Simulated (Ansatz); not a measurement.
ScB$_{2}$: zone-centre modes under pressure

ScB$_{2}$, P6/mmm, a = 3.099 Å, c = 3.458 Å. The structure is a COD entry; whether it is the stable form wasn't checked. Ansatz: LDA, PAW, 420 eV, Γ-centred 18×18×12 mesh on 3 atoms, Fermi-Dirac smearing 0.15 eV; no spin polarisation. Cell and atoms are relaxed at each pressure with the symmetry kept; optical modes at Γ by linear response, in cm⁻¹, matched by rank (the highest 3 distinct ones).

```tsv
P (GPa)	V (Å³/atom)	ω1	ω2	ω3
0	9.586	443.4	628.4	791.4
3	9.454	455.4	635.4	807.1
10	9.175	?	?	?
```

Q: Get each mode's Grüneisen parameter γ = −d ln ω/d ln V from the other rows and predict the missing frequencies.

A: ln(V/V0) = 0.0000, -0.0139, -0.0438; a line through ln(ω/ω0) of the 2 known rows gives ω1: γ = 1.921, predicted 482.3, computed 481.3; ω2: γ = 0.797, predicted 650.7, computed 650.5; ω3: γ = 1.413, predicted 841.9, computed 841.1. The worst miss is 0.2 %, or 3 % of the shift under pressure, so a constant γ serves at that level. In a metal these frequencies hang on the mesh and smearing.